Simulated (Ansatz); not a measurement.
**Two-dimensional strain map in Sr**

Computed with DFT r2SCAN, scalar-relativistic, plane waves, PAW (Ansatz 0.2.0). Settings: plane waves to 500 eV, k-mesh 14×14×14 (Γ-centred), Gaussian smearing 0.15 eV. No spin polarisation. Energies are free energies at this smearing, counted from the undisturbed cell; pressure is positive in compression.

The undisturbed cell (as given, not relaxed at this level; it stands at -0.2 GPa; this bcc form isn't the usual structure):

```
Sr
1.0
    -2.42500    2.42500    2.42500
     2.42500   -2.42500    2.42500
     2.42500    2.42500   -2.42500
Sr
1
Cartesian
  0.0000 0.0000 0.0000
```

The cell is strained by p along both x and y and by q along z, fractional coordinates fixed. Points are written (p, q).

Energy above the undisturbed cell in meV/atom (a dash: not computed):

```csv
p \ q,-0.030,-0.015,0.000,0.015,0.030
-0.030,9.1,5.4,2.6,0.8,-0.4
-0.015,2.5,0.5,-0.5,-0.7,-0.1
0.000,-0.3,-0.6,0.0,1.4,3.6
0.015,0.1,1.4,3.7,6.7,10.5
0.030,3.8,6.6,10.4,15.0,20.3
```

Pressure in GPa:

```csv
p \ q,-0.030,-0.015,0.000,0.015,0.030
-0.030,0.9,0.7,0.5,0.3,0.2
-0.015,0.5,0.3,0.1,0.0,-0.2
0.000,0.1,0.0,-0.2,-0.3,-0.5
0.015,-0.2,-0.3,-0.5,-0.6,-0.7
0.030,-0.5,-0.6,-0.7,-0.9,-1.0
```